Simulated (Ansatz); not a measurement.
## Property card for LaBRh3

LaBRh$_{3}$:
```yaml
crystal:
  lattice:
    - [4.25748, 0.00000, 0.00000]
    - [0.00000, 4.25748, 0.00000]
    - [0.00000, 0.00000, 4.25748]
  atoms:
    - { symbol: La, position: [0.00000, 0.00000, 0.00000] }
    - { symbol: Rh, position: [0.00000, 0.50000, 0.50000] }
    - { symbol: Rh, position: [0.50000, 0.00000, 0.50000] }
    - { symbol: Rh, position: [0.50000, 0.50000, 0.00000] }
    - { symbol: B, position: [0.50000, 0.50000, 0.50000] }
```

Space group Pm-3m (No. 221), cubic perovskite; conventional cell a = b = c = 4.2575 Å, α = β = γ = 90.00°.

Method: r²SCAN in the plane-wave PAW code Ansatz. Structure relaxed to zero pressure with the same functional. Other levels are named where they apply.

Cell and energy:

| Item | Result |
|---|---|
| Volume per atom | 15.43 Å³ |
| Density | 9.86 g/cm³ |
| Formation energy from the elements (no fitted shifts) | -0.73 eV/atom |

Electronic structure:

| Quantity | Value |
|---|---|
| Electronic character | metallic (no gap) |
| Density of states at the Fermi level | 0.86 states/eV per atom (mean over ±0.08 eV) |
| Gap with spin–orbit coupling | none (metallic) |

Mechanics:

| Quantity | Value |
|---|---|
| Bulk modulus (Birch–Murnaghan fit) | 177 GPa |
| Pressure derivative B′ | 4.5 |

Charges:

| Quantity | Result |
|---|---|
| Bader charges | La +1.49, Rh -0.45, B -0.13 e |

The workflow started from an entry of the Crystallography Open Database (COD). Whether it is the stable phase at ambient conditions was not checked. Symmetry was held in the r²SCAN relaxation; its stability against distortions is not shown here. The run is not spin-polarised. The references are the lowest solids computed at this level, not always the standard phases. Spin–orbit coupling is left out wherever it is not named.

Potentials: the later of the program's two PAW sets.
